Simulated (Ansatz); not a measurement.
Data:

Starting cell, ZnSe (zinc blende):

```xyz
4
Lattice="0.0000 5.7330 5.7330 2.8665 0.0000 2.8665 2.8665 2.8665 0.0000" Properties=species:S:1:pos:R:3 pbc="T T T"
Se     4.2998     4.2998     4.2998
Se     4.2998     7.1663     7.1663
Zn     0.0000     0.0000     0.0000
Zn     0.0000     2.8665     2.8665
```

Scan: atom 2 (Se, nearest neighbour Zn at 2.482 Å; its periodic images, 4.1 Å or more away, move with it) is displaced along Cartesian [110], direction (0.707, 0.707, 0.000) in Cartesian axes, by s. The other atoms stay.

Calculation: PBE (plane waves to 420 eV, PAW, scalar-relativistic; Ansatz, a first-principles code). k mesh 4×8×8 (Γ-centred), Fermi-Dirac smearing 0.05 eV. Energies are smeared free energies. ZnSe was relaxed with its symmetry unable to fall. ΔE is measured from the undisplaced structure.

The scan covers s from -0.500 to 0.500 Å in 11 points.

Question: Is this a single well or a double well?

Answer: A single well with its minimum at or next to zero displacement.

Question: Is the energy the same for equal positive and negative displacements?

Answer: Even: the same for both signs. With its periodic images moving along, the atom's site symmetry in this cell is 3m.

Question: What force acts on the atom along the line at s = -0.500 Å?

Answer: 3.60 eV/Å.

Question: What is the force constant k = d²E/ds² of this move at s = 0?

Answer: 5.59 eV/Å².

(A displaced cell: forces are minus the slopes of the energy, force constants its curvatures, and phonons follow from these.)
